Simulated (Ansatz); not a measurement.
A relaxed cell of Si₂Sn is given with its symmetry left out. The cell was found from a structure generator's guess, not taken from experiment.

Computed with DFT PBE, scalar-relativistic, plane waves, PAW (Ansatz 0.2.0). Cutoff 420 eV, Γ-centred mesh, Gaussian smearing, no spin polarisation.

```
CELL_PARAMETERS angstrom
3.77661 0.00000 0.00000
-1.88831 3.27064 0.00000
0.00000 0.00000 5.05671
ATOMIC_POSITIONS crystal
Si 0.33333 0.66667 0.39894
Si 0.66667 0.33333 0.60106
Sn 0.00000 0.00000 0.00000
```

The zero of energy is the elements' standard structures at the same level; no fitted shifts are applied. The references include grey tin.

Q: Find its symmetry and describe it.

A: P-3m1 (No. 164). Conventional cell: a = 3.777 Å, c = 5.057 Å. Si has 3 Si at 2.41 Å and 3 Sn at 2.97 Å; Sn has 6 Si at 2.97 Å.

Q: How far does it lie from the elements in energy?

A: +0.24 eV/atom. The separate elements lie lower, so it is unstable against them.

Q: Is it a metal?

A: Yes, bands cross the Fermi level on the 14×14×10 mesh.

The last run used a 14×14×10 mesh (in the run's order of axes) for its 3-atom cell and Gaussian smearing of 0.10 eV. The end has C2/m (No. 12) at a tolerance of 0.01 Å; the cell shown is made exact in the group found at 0.05 Å. This cell was reached by moving the atoms of another relaxed cell at random and relaxing again, last within the group found; it had no such test of its own.
